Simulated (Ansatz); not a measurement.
Consider the following.

Cs₂YAgCl₆:
```
CELL_PARAMETERS angstrom
      0.00000     5.28653     5.28653
      5.28653     0.00000     5.28653
      5.28653     5.28653     0.00000
ATOMIC_POSITIONS crystal
  Cs 0.75000 0.75000 0.75000
  Cs 0.25000 0.25000 0.25000
  Y  0.50000 0.50000 0.50000
  Ag 0.00000 0.00000 0.00000
  Cl 0.74653 0.25347 0.25347
  Cl 0.25347 0.74653 0.74653
  Cl 0.25347 0.74653 0.25347
  Cl 0.74653 0.25347 0.74653
  Cl 0.25347 0.25347 0.74653
  Cl 0.74653 0.74653 0.25347
```

This is the PBEsol-relaxed structure.

Problem. All from the program Ansatz at the PBEsol level (PAW), unless another level is named. Predict the formation energy from the elements (no fitted shifts).

Solution. -1.86 eV/atom.

Problem. Predict the HSE06 gap on the PBEsol cell.

Solution. 5.45 eV.

Problem. Predict the hole effective mass with spin–orbit coupling.

Solution. 0.76, 0.85, 1.1 mₑ (principal values).

Problem. Next, the band gap?

Solution. 3.69 eV (indirect).

Problem. Give the weight of the conduction-edge state by species (Voronoi cells).

Solution. Cl 49 %, Ag 31 %, Y 10 %, Cs 9 %.

Problem. What about the valence-band maximum?

Solution. at L.

Space group Fm-3m. The first step of the workflow began from a Materials Project structure, measured or hypothetical; the Crystallography Open Database copy checked does not list it. Its standing as an ambient phase is unchecked. The PBEsol relaxation kept the symmetry of its start; its stability against distortions is not shown here. No spin polarisation was allowed. The references are the lowest solids computed at this level, not always the standard phases (solids in place of the gases). Scalar-relativistic: spin–orbit coupling is off unless named, which matters more the heavier the elements.

Potentials: the later of the program's two PAW sets.
